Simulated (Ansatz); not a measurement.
Al2Ru in space group Fddd (No. 70; Al on 16f, Ru on 8b), DFT-LDA in the program Ansatz with PAW potentials. The conduction-band minimum lies on the Γ–Σ0 line, 79 % of the way from Γ, with 2 equivalent valleys. Second derivatives d²E/dk² of the lowest band at one valley (eV·Å²), along Cartesian directions:

```json
[
 {"direction": "[100]", "d²E/dk²": "3.881"},
 {"direction": "[010]", "d²E/dk²": "4.412"},
 {"direction": "[001]", "d²E/dk²": "8.357"},
 {"direction": "[110]", "d²E/dk²": "4.147"},
 {"direction": "[101]", "d²E/dk²": "6.120"},
 {"direction": "[011]", "d²E/dk²": "6.380"}
]
```

Problem. Find the principal effective masses, the density-of-states mass and the conductivity mass.

Solution. Off-diagonal terms follow from H_xy = H[110] − (H_xx + H_yy)/2, and m*/mₑ = 7.620 eV·Å² over each eigenvalue: 0.91, 1.7, 2.0. One valley's DOS mass (m₁m₂m₃)^(1/3) = 1.5, conductivity mass 3/(Σ 1/mᵢ) = 1.4 mₑ.

Problem. What effective density of states Nc follows at 300 K for parabolic valleys?

Solution. Nc = 2.509e19 × 2 × (1.5)^(3/2) ≈ 9.2e19 cm⁻³.

The first step of the workflow began from a Materials Project structure, measured or hypothetical; the Crystallography Open Database copy checked does not list it. With Al and Ru taken as one species the cell has the higher symmetry Fddd, so it may be an ordered model of a mixed-site phase. Whether it is the stable phase at ambient conditions was not checked. Symmetry was held in the LDA relaxation; phonons on a q-mesh show no instability. No spin polarisation was allowed. Spin–orbit coupling is left out wherever it is not named.

Potentials: the later of the program's two PAW sets.

Edges and masses are those of Kohn–Sham bands, whose gap is no quasiparticle gap.
